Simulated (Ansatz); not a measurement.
NiO (rock salt)

```xyz
2
Lattice="0.0000 2.1087 2.1087 2.1087 0.0000 2.1087 2.1087 2.1087 0.0000" Properties=species:S:1:pos:R:3 pbc="T T T"
O      0.0000     0.0000     0.0000
Ni     2.1087     2.1087     2.1087
```

In this cell atom 2 (Ni, nearest neighbour O at 2.109 Å; its periodic images, 3.0 Å or more away, move with it) is moved by u·(1.000, 0.000, 0.000) + v·(0.000, 0.000, 1.000); the rest is frozen.

These are PBE (plane waves to 420 eV, PAW, scalar-relativistic; Ansatz, an electronic-structure program) values and carry that method's errors. k mesh 15×15×15 (Γ-centred), Fermi-Dirac smearing 0.05 eV. E stands for the smeared free energy. Points where atoms come too close for the PAW data are left out (x in tables, blank in figures). The magnetisation changes by over a third across the map, so nothing is fitted. With partly filled bands, energies and forces of such displacements shift with the k mesh and the smearing. NiO is run spin-polarised and with no Hubbard U; the real compound is an antiferromagnetic insulator, a state that this run doesn't describe. NiO was relaxed with its symmetry unable to fall. Relaxed NiO ends ferromagnetic. The PAW data are Ansatz's earlier set. The magnetic order is the one the run started from; other orders were not tried. ΔE is measured from the undisplaced structure. Axes are in Å.

**Question.** What ΔE (eV/cell) does the calculation give at all points of the grid u = -0.700, -0.350, 0.000, 0.350, 0.700 by v = -0.700, -0.350, 0.000, 0.350, 0.700?

**Answer.** ΔE (eV/cell), with u across and v down:

```csv
v \ u,-0.700,-0.350,0.000,0.350,0.700
-0.700,1.837,2.401,x,2.401,1.837
-0.350,2.401,0.451,0.312,0.451,2.401
0.000,x,0.312,0.000,0.312,x
0.350,2.401,0.451,0.312,0.451,2.401
0.700,1.837,2.401,x,2.401,1.837
```

(For displaced atoms, the force is minus the slope of the energy, and its curvature is a force constant, which sets phonon frequencies.)
